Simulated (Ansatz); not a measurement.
Here is an unrelaxed guess for YCrC4N4.

Space group P4/mmm (No. 123). a = 7.521 Å, b = 7.521 Å, c = 4.077 Å, α = 90.00°, β = 90.00°, γ = 90.00°
```csv
atom,site,symmetry,x,y,z
Y,1c,4/mmm,0.5000,0.5000,0.0000
Cr,1a,4/mmm,0.0000,0.0000,0.0000
C,4j,m.2m,0.1822,0.8178,0.0000
N,4j,m.2m,0.2922,0.7078,0.0000
```

Method: Ansatz, DFT PBE, scalar-relativistic, plane waves, PAW. Plane waves to 420 eV, a k mesh through Γ of 2×2×4 on the computed 10-atom cell and Gaussian smearing (0.10 eV); collinear spin from starting moments 0.0 3.0 0.0 0.0 0.0 0.0 0.0 0.0 0.0 0.0 μB.

Energies over the elements count from the elements' standard structures at the same level (N₂ as a molecule), with no fitted energy shifts.

Question: How far from equilibrium is it?

Answer: The pressure is 5.8 GPa (the mean over three directions, positive in compression), the largest force is 0.18 eV/Å, and the energy is +0.13 eV/atom against the elements. The shortest distance is 1.17 Å.

Question: Is it a good guess?

Answer: A good one: relaxing gains under 0.1 eV/atom (the start's value is from the coarse mesh, so the gain is rough) in 10 ionic steps and ends at +0.09 eV/atom on the finer mesh. The symmetry stays P4/mmm (No. 123). The volume per atom grows by 3.7 %, from 23.1 to 23.9 Å³. The shortest distance stays 1.17 Å (C–N). Conventional cell: a = 7.830 Å, c = 3.900 Å. Y has 4 N at 2.33 Å; around Cr lie 4 C at 2.04 Å; around C lie 1 N at 1.17 Å and 1 Cr at 2.04 Å; N is surrounded by 1 C at 1.17 Å and 1 Y at 2.33 Å.

The last run used collinear spin, a 6×6×10 mesh (in the run's order of axes) for its 10-atom cell and Gaussian smearing of 0.10 eV. No Hubbard U is applied to the open shell of Cr. The reference form of C is held partly by dispersion forces, which this level lacks. Another magnetic order may lie lower. The relaxation can't lower the symmetry of the start, and the grade says only how near the guess is to its own end. A structure relaxed within its symmetry needn't be a true minimum. Another cell of YCrC4N4 relaxed alike, in P-43m, lies 59 meV/atom lower, so this cell isn't the stable form at this level.
